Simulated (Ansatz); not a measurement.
## Vibrational response of ScZn at 10 GPa

Method: DFT LDA, scalar-relativistic, plane waves, PAW (Ansatz 0.2.0). Settings: 420 eV plane-wave cutoff, Γ-centred 14×14×14 mesh, Fermi-Dirac smearing of 0.15 eV. No spin polarisation. Phonons by linear response, acoustic sum rule imposed.

The cell, relaxed at 10 GPa:
```
Sc Zn
1.0
     3.15979    0.00000    0.00000
     0.00000    3.15979    0.00000
     0.00000    0.00000    3.15979
Sc Zn
1 1
Direct
  0.00000 0.00000 0.00000
  0.50000 0.50000 0.50000
```

In a metal, frequencies and elastic constants depend on the k mesh and the smearing, soft modes and shear constants most. Other phases may be more stable at this pressure.

Optical modes at Γ; i marks an imaginary frequency:
```json
{"frequency (THz)": "7.24", "degeneracy": "3"}
```

All 3 optical modes at Γ are real: no displacement of atoms at fixed cell lowers the energy to second order. Strains and modes at other wave vectors aren't tested by this run.

Cost: 1 run of about 0.69 core-minutes, on Arm Neoverse V1 (shared hosts).